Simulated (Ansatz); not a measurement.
All numbers below come from Ansatz, DFT PBE, scalar-relativistic, plane waves, PAW, and for the lanthanide a 4f-in-core norm-conserving potential. All cells share a 660 eV cutoff and Γ-centred k meshes spaced at most about 0.3 Å⁻¹ (about 0.25 or finer for metals, 2π included). No spin polarisation in the final relaxations.

All energies are static (0 K, no zero-point motion).

Two relaxed structures of Pr3Mo:

A.

```xyz
4
Lattice="5.5994 0.0000 0.0000 0.0000 5.5994 0.0000 0.0000 0.0000 5.5994" Properties=species:S:1:pos:R:3 pbc="T T T"
Pr    0.0000    2.7997    2.7997
Pr    2.7997    0.0000    2.7997
Pr    2.7997    2.7997    0.0000
Mo    2.7997    2.7997    2.7997
```

B.

```xyz
4
Lattice="4.8541 0.0000 0.0000 0.0000 4.8541 0.0000 0.0000 0.0000 4.8541" Properties=species:S:1:pos:R:3 pbc="T T T"
Pr    0.0000    2.4271    2.4271
Pr    2.4271    0.0000    2.4271
Pr    2.4271    2.4271    0.0000
Mo    0.0000    0.0000    0.0000
```

Task: Which form is favoured at zero pressure, and by what margin per atom?

Result: B is lower, by 249 meV/atom. A has the ReO3 type, space group Pm-3m (No. 221), 43.9 Å³/atom and no gap on its mesh; B has the Cu3Au (L1_2) type, space group Pm-3m (No. 221), 28.6 Å³/atom and no gap. Counting all near atoms (those within 1.25 times the shortest distance at each site), A has Pr 2, Mo 6 and B has Pr 12, Mo 12. The denser one is the lower, and pressure would at first widen the difference. Even the lower one lies +0.55 eV/atom against the reference forms of the elements (uncorrected), so neither is stable at this level. In A, around Pr lie 2 Mo at 2.80 Å and 8 Pr at 3.96 Å; Mo has 6 Pr at 2.80 Å. In B, Pr has 4 Mo at 3.43 Å and 8 Pr at 3.43 Å; Mo is surrounded by 12 Pr at 3.43 Å. Both come from invented guesses.

Cells relaxed within their symmetry can be saddle points.

The lanthanide is trivalent by construction, without f bands, f moments or other valences.
